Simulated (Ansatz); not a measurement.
Suppose H₆Os takes space group Fm-3m (No. 225), with H on 24e; Os on 4a. Recipe of this trial structure of H₆Os: ordered vacancies on the cation sites of rhenium trioxide (occupants of the shared sites, in ratio, Os: 1, vacant: 1).

All numbers below come from Ansatz, DFT PBE, scalar-relativistic, plane waves, PAW. Cutoff 420 eV, Γ-centred mesh, Gaussian smearing, collinear spin.

The zero of energy is the elements' standard structures at the same level (H₂ as a molecule); no fitted shifts are applied.

Task: Give the relaxed lattice parameters and positions.

Result:

Space group Fm-3m (No. 225). a = 5.778 Å, b = 5.778 Å, c = 5.778 Å, α = 90.00°, β = 90.00°, γ = 90.00°
```json
{"atom": "H", "site": "24e", "symmetry": "4m.m", "x": "0.2999", "y": "0.0000", "z": "0.0000"}
{"atom": "Os", "site": "4a", "symmetry": "m-3m", "x": "0.0000", "y": "0.0000", "z": "0.0000"}
```

H is surrounded by 4 H at 1.63 Å and 1 Os at 1.73 Å; around Os lie 6 H at 1.73 Å. Another local minimum with the same sites may exist.

Task: Where does its energy lie, and is it a metal?

Result: The energy over the elements is +1.05 eV/atom, the gap on the 12×12×12 mesh of the 7-atom cell is 0 eV (a metal) and the net moment per atom is 0.26 μB. The moment by site is Os 0.7 μB. A positive value: parting into the elements would lower its energy.

The last run used collinear spin and Gaussian smearing of 0.10 eV. Spin–orbit coupling, which can matter for Os, is left out. With hydrogen, zero-point motion can shift formation energies by some tens of meV/atom. The magnetic state reached may not be the lowest. A structure relaxed within its symmetry needn't be a true minimum. Site moments count only spheres around the atoms; the net moment includes the space between them.
